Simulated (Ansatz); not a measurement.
Pt (sc type) under strong compression

```
Pt
1.0
     2.58775    0.00000    0.00000
     0.00000    2.58775    0.00000
     0.00000    0.00000    2.58775
Pt
1
Direct
  0.00000 0.00000 0.00000
```

The cell comes from a relaxation on PAW files under the same functional, begun from a prototype that needn't be the stable phase.

Its volume is scaled at fixed shape and fractional positions.

Level of theory: DFT with PBEsol, scalar-relativistic, in Ansatz 0.2.0; a Γ-centred 15×15×15 k mesh, Fermi–Dirac smearing of 0.1 eV, no spin polarisation. LAPW: all electrons, basis error target 1 meV/atom; PAW: frozen-core files, cutoff 420 eV; crystal datasets: all electrons, by PAW datasets that the program makes for each cell; norm-conserving: pseudopotentials, cutoff 1143 eV; PAW (cutoff 800 eV): frozen-core files, cutoff 800 eV.

Energies are extrapolated to zero smearing and count from the unscaled cell; pressure is positive in compression; gaps take the mesh and a band path. No temperature or zero-point motion is included.

Spin–orbit coupling is left out, which matters for the heavy atoms. The PAW files were made under PBE. The structure type is held throughout; the real material can change phase at far lower pressure.

| V/V0 | V (Å³/atom) | P LAPW (GPa) | ΔE LAPW (eV/atom) | P PAW − LAPW (GPa) | ΔE PAW − LAPW (meV/atom) |
| --- | --- | --- | --- | --- | --- |
| 1.00 | 17.33 | 0.00 | 0.000 | 0.00 | 0.0 |
| 0.88 | 15.25 | 38.8 | 0.217 | 0.00 | 0.1 |
| 0.78 | 13.52 | 103.0 | 0.945 | 0.02 | 0.2 |
| 0.68 | 11.78 | 225.4 | 2.645 | 0.13 | 0.9 |
| 0.58 | 10.05 | 469.5 | 6.245 | 0.43 | 3.7 |
| 0.50 | 8.66 | 850.2 | 11.784 | 1.24 | 10.3 |
| 0.43 | 7.45 | ? | 20.320 | 3.14 | 26.4 |

(1) What belongs in the row "0.43", column "P LAPW (GPa)"?

(2) Fit the Vinet equation to the LAPW pressures over the whole range, with residuals weighted by 1/(|P| + 0.03·Pmax).

(3) From the table, what is the rise of the enthalpy H = E + pV up to the last row, and how stiff is the crystal between the last two rows?

(4) At the smallest volume, how far do crystal datasets and norm-conserving and PAW (cutoff 800 eV) lie from LAPW in pressure?

(5) How do the Löwdin populations by LAPW change from the unscaled cell to the last row?

Results:

(1) 1467.

(2) V0 = 17.34 Å³/atom, B0 = 211 GPa and B0′ = 5.56, and the fit misses no point by more than 6.9 GPa. A fit over so wide a range pins B0 less well than one near rest.

(3) ΔH = 20.320 eV + (1467 GPa × 7.45 Å³ + 0.00 GPa × 17.33 Å³) × 0.006242 eV/(GPa·Å³) = 88.57 eV/atom, of which pV makes 77 %. The mean bulk modulus there is −ΔP/Δln V = 4090 GPa.

(4) crystal datasets: -0.01 GPa; norm-conserving: -1.37 GPa; PAW (cutoff 800 eV): +2.56 GPa, on a LAPW pressure of 1467 GPa.

(5) Pt 5s 1.98 → 1.91, Pt 6s 1.06 → 0.97, Pt 5d 8.86 → 8.96 electrons an atom. These are projections on the shells that the free atoms fill; 0.11 e a cell lies outside them at the start and 0.19 e at the end.
